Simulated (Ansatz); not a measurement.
Relaxed Zr (hcp, Mg type):

```
Zr
1.0
    6.49182     0.00000     0.00000
   -1.62295     2.81104     0.00000
    0.00000     0.00000     5.15116
Zr
4
Direct
  0.16667   0.66667   0.75000
  0.66667   0.66667   0.75000
  0.33333   0.33333   0.25000
  0.83333   0.33333   0.25000
```

Scan: atom 4 (Zr, nearest neighbour Zr at 3.185 Å; its periodic images, 3.2 Å or more away, move with it) is displaced along Cartesian x, direction (1.000, 0.000, 0.000) in Cartesian axes, by s. The other atoms stay.

These are r2SCAN (plane waves to 500 eV, PAW, scalar-relativistic; Ansatz, a first-principles code) values and carry that method's errors. k mesh 13×13×7 (Γ-centred), Fermi-Dirac smearing 0.05 eV. Energies are smeared free energies. Left out: 2 of 11 points, with atoms too close for the PAW data. With partly filled bands, energies and forces of such displacements shift with the k mesh and the smearing. The PAW data are Ansatz's earlier set. Zr is run without spin polarisation. Zr was relaxed with its symmetry unable to fall. ΔE is measured from the undisplaced structure. The last digit holds for this mesh only.

```csv
s (Å),ΔE (meV/cell)
-0.512,647.4
-0.384,withheld
-0.256,172.6
-0.128,44.2
0.000,0.0
0.128,43.5
0.256,170.0
0.384,369.3
0.512,635.1
```

Question: Fit a polynomial form (powers 2, 3, 4) to the given rows and predict ΔE at s = -0.384.

Answer: Least squares on the 8 given rows: ΔE = (2651)·s² + (-49.04)·s³ + (-783.1)·s⁴, in meV/cell with s in Å; root-mean-square residual 0.92 meV/cell. At -0.384 the fit gives 376.7 meV/cell; the calculation gives 374.1 meV/cell, so the interpolation is off by 2.6 (+0.7 %). The quadratic term alone would give 390.9 meV/cell.

(A displaced cell: forces are minus the slopes of the energy, force constants its curvatures, and phonons follow from these.)
